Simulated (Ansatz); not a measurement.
**Property card for IrAu**

The calculation used DFT PBE, scalar-relativistic, plane waves, PAW in Ansatz 0.2.0.

Cutoff 420 eV; k points 18×18×6 on the computed 4-atom cell (Γ-centred); Gaussian smearing, width 0.10 eV; no spin polarisation.

The structure is relaxed at this level of theory with its symmetry kept, and needn't be the ground state of this composition.

```
Ir Au
1.0
     2.81764    0.00000    0.00000
    -1.40882    2.44015    0.00000
     0.00000    0.00000    9.35113
Ir Au
2 2
Direct
  0.33333 0.66667 0.25000
  0.66667 0.33333 0.75000
  0.00000 0.00000 0.00000
  0.00000 0.00000 0.50000
```

- Space group: P6_3/mmc (No. 194)
- Volume per atom: 16.07 Å³
- Formation energy from the elements' standard states (uncorrected): +0.411 eV/atom
- Kohn–Sham band gap: none (metal)
- Density of states at the Fermi level: 6.6 states/eV per cell
- Orbital (Löwdin) character within 0.5 eV of the Fermi level: Ir 5d 76 %, Au 5d 16 %
- Bader charge by site (e): Ir (2 in the cell) 0.00, Au (2 in the cell) 0.00

Spin-orbit coupling is left out, which matters for the bands of heavy elements. Spin polarisation was left out, and a magnetic state may lie lower.

Another cell of IrAu relaxed alike, in R-3m, lies 32 meV/atom lower, so this cell isn't the stable form at this level.

The cell was found from a structure generator's guess, not taken from experiment. Löwdin shares on free-atom orbitals overweight diffuse shells.
